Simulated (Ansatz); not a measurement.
Question: Name crystals whose computed values (PBEsol (plane waves, PAW; program Ansatz)) fall in these windows: G_Hill (GPa) 47 to 64; Θ_D (K) 310 to 430.

Answer: 

| crystal | G_Hill (GPa) | Θ_D (K) |
|---|---|---|
| Cu, dhcp (α-La type) | 57.3 | 369 |
| Ge, diamond | 47.4 | 348 |
| GaNi, CsCl type | 47.7 | 339 |
| SiGe3, P-4m2 (Si on 1a, Ge on 2g, Ge on 1c) | 53.2 | 398 |
| GaMo2N, P6_3/mmc (Ga on 2d, Mo on 4f, N on 2a) | 49.6 | 338 |
Others may fit too.

Typed or built starts, not in the databases checked: SiGe3, P-4m2 (Si on 1a, Ge on 2g, Ge on 1c); GaMo2N, P6_3/mmc (Ga on 2d, Mo on 4f, N on 2a). Not the usual ambient phase: Cu, dhcp (α-La type). Standing as an ambient phase not checked: GaNi, CsCl type. Began spin-polarised and lost the moments: GaNi, CsCl type; GaMo2N, P6_3/mmc (Ga on 2d, Mo on 4f, N on 2a). All cells were relaxed under the symmetry of their starts (and spin orders); stability against distortions was not tested throughout. Rows with no word on spin ran without spin polarisation. Scalar-relativistic: spin–orbit coupling is off unless named, which matters more the heavier the elements.

Potentials: the earlier of the program's two PAW sets.
